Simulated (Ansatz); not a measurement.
Here is the system:

Ti2O:
```yaml
crystal:
  lattice:
    - [2.95293, 0.00000, 0.00000]
    - [-1.47646, 2.55731, 0.00000]
    - [0.00000, 0.00000, 4.72304]
  atoms:
    - { symbol: Ti, position: [0.33333, 0.66667, 0.73714] }
    - { symbol: Ti, position: [0.66667, 0.33333, 0.26286] }
    - { symbol: O, position: [0.00000, 0.00000, 0.00000] }
```

This is the PBEsol-relaxed structure.

Question: All from the program Ansatz at the PBEsol level (PAW), unless another level is named. Give the electronic character.

Answer: metallic (no gap).

Question: Give the density of states at the Fermi level.

Answer: 0.34 states/eV per atom (mean over ±0.08 eV).

Question: Predict the formation energy from the elements (no fitted shifts).

Answer: -1.88 eV/atom.

Space group P-3m1 (anti-CdI2 type). The first step of the workflow began from a Materials Project structure, measured or hypothetical; the Crystallography Open Database files this formula in space group No. 164, but the cells were not matched. Its standing as an ambient phase is unchecked. The cell was relaxed with PBEsol under the symmetry of its start; of distortions, only those at the zone centre were tested. No spin polarisation was allowed. Without spin polarisation and U, an open-shell compound can come out a false metal. The references are the lowest solids computed at this level, not always the standard phases (solids in place of the gases).

Potentials: the later of the program's two PAW sets.
